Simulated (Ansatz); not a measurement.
Sc₂Co in space group I4/mcm (No. 140; Co on 4a, Sc on 8h) at seven volumes, DFT-PBEsol in the program Ansatz with PAW potentials, shape and atoms relaxed at each. One row is withheld.

```csv
V (Å³/atom),P (GPa)
16.242,10.40
16.778,6.44
17.313,?
17.849,0.00
18.384,-2.59
18.919,-4.85
19.455,-6.80
```

Question: Fit the shown pressures and predict the withheld one.

Answer: P = (3/2)B₀(x^(7/2) − x^(5/2))[1 + (3/4)(B′ − 4)(x − 1)] with x = (V₀/V)^(2/3). Least squares on the six rows gives V₀ = 17.850 Å³/atom, B₀ = 92.7 GPa, B′ = 3.69. At V = 17.313, x = 1.0206 and P = 3.00 GPa. The run itself gave 3.00 GPa.

The workflow started from an entry of the Crystallography Open Database (COD). Whether it is the stable phase at ambient conditions was not checked. The PBEsol relaxation kept the symmetry of its start; its stability against distortions is not shown here. The workflow began spin-polarised and lost its moments.

Potentials: the later of the program's two PAW sets.
